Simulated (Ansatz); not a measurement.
BaTiHO₂ in space group P4/mmm (No. 123; Ba on 1d, Ti on 1a, O on 2f, H on 1b), the program Ansatz at the r²SCAN level (PAW), all energies at zero smearing, with the estimated change up to a 700 eV cutoff added, with one set of potentials and settings (totals compare only within such a set). Cell of 5 atoms (1 Ba, 1 Ti, 2 O, 1 H): -9629.123 eV.

```tsv
element	reference phase	E (eV/atom)
Ba	Im-3m, 1 atoms in the cell	-5964.5974
Ti	P6/mmm, 3 atoms in the cell	-2504.3941
O	C2/m, 4 atoms in the cell, spin-polarised	-566.0346
H	P2_12_12_1, 8 atoms in the cell	-15.9453
```

Formation energy per atom, worked out: (-9629.123 − 1×(-5964.5974) − 1×(-2504.3941) − 2×(-566.0346) − 1×(-15.9453))/5 = -2.423 eV/atom (-234 kJ per mol of atoms), at 0 K, without zero-point energy or fitted corrections.

The start of the workflow was typed in or built on a structure type; neither database checked (COD, Materials Project) lists it. Whether it is the stable phase at ambient conditions was not checked. The cell was relaxed with r²SCAN under the symmetry of its start; whether a distortion lowers the energy is not shown. Magnetic state: ferromagnetic, the only order run, not a proven ground state. The cell computed holds one magnetic atom, so no antiferromagnetic order was within reach. Other orbital occupations within this spin state were not tried. No Hubbard U is applied. The references are the lowest solids computed at this level, not always the standard phases (solids in place of the gases). Spin–orbit coupling is left out wherever it is not named.

Potentials: the earlier of the program's two PAW sets.
